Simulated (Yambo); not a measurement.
```
TiO2
1.0
    5.98683     0.00000     0.00000
    0.00000     3.77299     0.00000
    0.00000     0.00000     9.07315
O Ti
8 4
Direct
  0.46232   0.75000   0.91832
  0.53768   0.25000   0.08168
  0.03768   0.25000   0.41832
  0.96232   0.75000   0.58168
  0.73610   0.25000   0.75453
  0.26390   0.75000   0.24547
  0.76390   0.75000   0.25453
  0.23610   0.25000   0.74547
  0.48787   0.25000   0.86415
  0.51213   0.75000   0.13585
  0.01213   0.75000   0.36415
  0.98787   0.25000   0.63585
```

The geometry is that of Materials Project entry mp-2420244, symmetrised and not relaxed again.

Problem. Where are the main features of Im ε from RPA with local fields on LDA bands (Yambo; 4×4×2 mesh, 168 bands, 3 Ry local-field block, 0.2 eV broadening; field along y)?

Solution. Peaks at 4.8 eV (6.6), 7.4 eV (4.9), heights in brackets. Peak heights and small wiggles depend on the k mesh. Convergence of the RPA response with its 4×4×2 mesh was not tested. No excitonic effects at this level. 

This is not the ordinary phase of the substance.
